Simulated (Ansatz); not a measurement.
# MnS: all-electron results

```
Mn S
1.0
     0.00000    2.55096    2.55096
     2.55096    0.00000    2.55096
     2.55096    2.55096    0.00000
Mn S
1 1
Cartesian
  0.0000 0.0000 0.0000
  2.5510 2.5510 2.5510
```

Atom numbers follow the list: Mn1, S2.

The cell was built from the rocksalt type and relaxed in the same program, and has space group Fm-3m; it needn't be a known or the stable phase.

Other magnetic orders may lie lower; this is the state that the run reached.

Methods: DFT, PBE, all-electron LAPW, scalar-relativistic (Ansatz 0.2.0); DFT, PBE, PAW with Ansatz's default frozen-core files, scalar-relativistic (Ansatz 0.2.0); DFT, PBE, all-electron PAW with datasets made for the crystal, scalar-relativistic (Ansatz 0.2.0).

For LAPW: a Γ-centred 16×16×16 k mesh, Fermi–Dirac smearing of 0.08 eV, basis error target 0.5 meV/atom, spin-polarised from start moments Mn1 4 μB. PAW takes a cutoff of 420 eV at this cell. The crystal-made all-electron datasets (AE datasets) take a cutoff of 260 eV at this cell. The Ansatz runs share mesh, smearing and spin set-up. Values come from LAPW unless marked.

| Property | Result |
| --- | --- |
| Band gap | none: bands cross the Fermi level, a metal |
| Moment of the cell | 4.51 μB |
| Moments in the spheres | Mn1 4.26, S2 0.12 μB |
| Density of states at the Fermi level (0.2 eV bin) | 1.00 states/eV per cell |
| Löwdin charges (with 0.16 e of the cell spilling out of the atomic basis, so their sizes and signs hang on that basis) | Mn1 0.97, S2 -0.81 e |
| Bader charges (from the PAW run) | Mn1 +1.15, S2 -1.15 e |
| Contact hyperfine fields (crystal-made datasets) | Mn1 -3.1, S2 26.0 T, core polarisation included, positive along the moment of the spin-up electrons |
| Volume per atom | 16.60 Å³ |
| Pressure at this cell | 0.02 GPa |
